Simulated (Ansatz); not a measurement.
A plane-wave DFT run in Ansatz 0.2.0 (scalar-relativistic PAW potentials unless the input names others): input and command.

```yaml
crystal:
  lattice:
    - [2.5257595405, 0.0, 0.0]
    - [-1.2628797703, 2.1873719259, 0.0]
    - [0.0, 0.0, 4.1251435747]
  atoms:
    - { symbol: Cu, position: [0.3333333333, 0.6666666667, 0.25] }
    - { symbol: Cu, position: [0.6666666667, 0.3333333333, 0.75] }
basis:
  ecutwfc: 420
kpoints:
  mp_grid: { grid: [6, 6, 3] }
hamiltonian:
  xc: pbesol
scf:
  occupations: { method: gaussian, width: 0.1 }
output:
  forces: true
  eigenvalues: true
  stress: true
accuracy: medium
```

```bash
ansatz run input.yaml --threads 1 --pin off --max-ram 2560MiB --backend cpu --events-out ev --progress --plain --runs-dir out
```

Abridged log:
```
Basis set: ecut = 420 eV, 451 PW (Γ), exchange–correlation on 36×36×60 points (8 copies of the dense FFT grid, shifted against one another)
Bands: 23, of which v1, the nominal top of the filled ones, is band 19 counted from 1 (18 counted from 0)
Symmetry: 24 space group operations
k-points: 14 of 108
SCF iter   1: F=—  HF=-13177.391369 eV  |F-HF|=—  |Δ(HF+E_count)|=         —  Δρ=2.64e-2  dr2=8.47e-2  ethr=1.77e-3  ⟨swp⟩=4.8  Hψ=1185  notcnv=0
SCF iter   2: F=—  HF=-13177.374380 eV  |F-HF|=—  |Δ(HF+E_count)|=   1.70e-2  Δρ=7.46e-3  dr2=7.71e-3  ethr=2.23e-4  ⟨swp⟩=2.4  Hψ=581  notcnv=0  defer=2
SCF iter   3: F=—  HF=-13177.372779 eV  |F-HF|=—  |Δ(HF+E_count)|=   1.60e-3  Δρ=1.85e-3  dr2=4.92e-4  ethr=2.03e-5  ⟨swp⟩=1.1  Hψ=322  notcnv=0  defer=2
SCF iter   4: F=—  HF=-13177.372608 eV  |F-HF|=—  |Δ(HF+E_count)|=   1.71e-4  Δρ=1.07e-4  dr2=7.59e-7  ethr=1.30e-6  ⟨swp⟩=2.4  Hψ=452  notcnv=0  defer=2
SCF iter   5: F=—  HF=-13177.372630 eV  |F-HF|=—  |Δ(HF+E_count)|=   2.17e-5  Δρ=9.93e-6  dr2=4.15e-9  ethr=2.00e-9  ⟨swp⟩=2.0  Hψ=588  notcnv=0  defer=2
SCF iter   6: F=-13177.372630 eV  HF=-13177.372630 eV  |F-HF|=7.28e-12  |Δ(HF+E_count)|=   5.78e-9  Δρ=6.48e-7  dr2=3.75e-11  ethr=1.09e-11  ⟨swp⟩=4.2  Hψ=1054  notcnv=0
SCF 1 converged in 6 iterations: F = -13177.372630 eV  dr2 = 3.75e-11
SCF converged after 6 iterations
Free energy (F): -13177.372630 eV
Harris-Foulkes:  -13177.372630 eV  (|F-HF|=7.28e-12)
Internal energy: -13177.360555 eV  (E = F + TS)
E sigma→0 (E₀):  -13177.366592 eV
Entropy (-TS):   -0.012076 eV (-6.038 meV/atom)
Fermi energy:    17.348576 eV
--- Forces (eV/Å), atoms counted from 1 ---
  atom   1  Cu     0.00000000     0.00000000     0.00000000
  atom   2  Cu     0.00000000     0.00000000     0.00000000
--- Stress (GPa, compression-positive) ---
       -0.349434       0.000000       0.000000
        0.000000      -0.349434       0.000000
        0.000000       0.000000      -0.921996
  P = ⅓ Tr σ = -0.5403 GPa (-5.403 kbar)
```

Apart from outputs, empty bands and the relaxation, which only the reference makes, the input differs from a reference run on usual settings in accuracy: not typed → "medium"; kpoints.mp_grid.grid: [18, 18, 10] → [6, 6, 3]. The reference, at the same geometry, ended its own course with pressure -0.99 GPa, largest force 0.000 eV/Å, no gap on the mesh. This run converged in 6 SCF iterations with an energy at zero smearing 78.00 meV/atom above the reference's, pressure -0.54 GPa, largest force 0.000 eV/Å, no gap on the mesh. Its k mesh is looser than usual, and the result moved.

Time: 0.65 s on 1 thread of AMD EPYC 7R13 Processor (Zen 3), with other jobs on the host, peak memory 0.32 GiB.